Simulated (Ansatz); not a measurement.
This ZnSn2N2 structure is the end of a relaxation. The cell was found from a structure generator's guess, not taken from experiment.

Level of theory: DFT PBE, scalar-relativistic, plane waves, PAW (Ansatz 0.2.0). Cutoff 420 eV, Γ-centred mesh, Gaussian smearing, no spin polarisation.

```
Zn Sn N
1.0
     3.19705   -3.39766    0.00000
     3.19705    3.39766    0.00000
     0.00000    0.00000    5.68361
Zn Sn N
1 2 2
Direct
  0.50000 0.50000 0.00000
  0.00000 0.00000 0.50000
  0.50000 0.50000 0.50000
  0.91673 0.08327 0.00000
  0.08327 0.91673 0.00000
```

The zero of energy is the elements' standard structures at the same level (N₂ as a molecule); no fitted shifts are applied. The references include grey tin.

(1) Find its symmetry and describe it.

(2) How far does it lie from the elements in energy?

(3) Is it a metal?

Answers

(1) Cmmm (No. 65). Conventional cell: a = 6.394 Å, b = 6.795 Å, c = 5.684 Å. Around Zn lie 2 N at 2.83 Å, 2 Sn at 2.84 Å and 4 N at 3.25 Å; Sn on its first site has 4 N at 2.90 Å, 2 Sn at 3.20 Å and 2 Sn at 3.40 Å; Sn on its second site is surrounded by 2 Zn at 2.84 Å, 2 Sn at 3.20 Å and 2 Sn at 3.40 Å; N is surrounded by 1 N at 1.13 Å, 1 Zn at 2.83 Å, 2 Sn at 2.90 Å and 2 Zn at 3.25 Å.

(2) +0.52 eV/atom. It can't be a ground state, since the elements alone are lower.

(3) Yes, bands cross the Fermi level on the 8×8×8 mesh.

The last run used an 8×8×8 mesh for its 5-atom cell and Gaussian smearing of 0.10 eV. Symmetry constrained the relaxation, so the result can be a saddle point. Another cell of ZnSn2N2 relaxed alike, in P-3m1, lies 41 meV/atom lower, so this cell isn't the stable form at this level.
